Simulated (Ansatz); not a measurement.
BaS:
```xyz
2
Lattice="0.0000 3.2144 3.2144 3.2144 0.0000 3.2144 3.2144 3.2144 0.0000" Properties=species:S:1:pos:R:3 pbc="T T T"
Ba     0.0000     0.0000     0.0000
S      3.2144     3.2144     3.2144
```

Relaxed with PBE.

**Question.** Give the Bader charges and basin volumes of the independent atoms, DFT-PBE in the program Ansatz with PAW potentials.

**Answer.** 

| atom | Bader charge (e) | Bader volume (Å³) |
|---|---|---|
| Ba1 | +1.42 | 28.5 |
| S2 | -1.42 | 38.0 |

Space group Fm-3m (rock salt). Symmetry was held in the PBE relaxation. Spin–orbit coupling is left out wherever it is not named.

Potentials: the later of the program's two PAW sets.
